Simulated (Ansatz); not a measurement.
The relaxed structure here is a generated cell of RbGeBr3: the first start was made by placing the elements on the sites of a structure type, and the end was not matched to a known phase here, so it may be hypothetical.

A structure of RbGeBr3 relaxed with r2SCAN (plane waves to 500 eV, PAW, scalar-relativistic; Ansatz, a first-principles code); single points at other levels follow on the same geometry (Ansatz, PAW; HSE06 at 420 eV on a 3×2×3 k-mesh; no spin-orbit coupling). Space group Pnma (No. 62).

```
RbGeBr3
1.0
    7.79552     0.00000     0.00000
    0.00000    10.99211     0.00000
    0.00000     0.00000     7.68066
Rb Ge Br
4 4 12
Direct
  0.45500   0.25000   0.98790
  0.95500   0.25000   0.51210
  0.54500   0.75000   0.01210
  0.04500   0.75000   0.48790
  0.00000   0.00000   0.00000
  0.50000   0.50000   0.50000
  0.00000   0.50000   0.00000
  0.50000   0.00000   0.50000
  0.00292   0.25000   0.05300
  0.50292   0.25000   0.44700
  0.99708   0.75000   0.94700
  0.49708   0.75000   0.55300
  0.28711   0.52706   0.21207
  0.78711   0.97294   0.28793
  0.71289   0.02706   0.78793
  0.21289   0.47294   0.71207
  0.71289   0.47294   0.78793
  0.21289   0.02706   0.71207
  0.28711   0.97294   0.21207
  0.78711   0.52706   0.28793
```

| level | gap (eV) | kind | conduction minimum |
|---|---|---|---|
| r2SCAN | 0.98 | direct | Γ |
| HSE06 | ___ | – | ___ |

Complete the blanks.


- HSE06, gap (eV): 1.33
- HSE06, conduction minimum: Γ

For this cell size the semilocal gaps come from the SCF mesh and high-symmetry points. No spin polarisation in the result.

The run could not lose the symmetry of its start: the end is stationary, and may be a saddle point rather than a minimum.
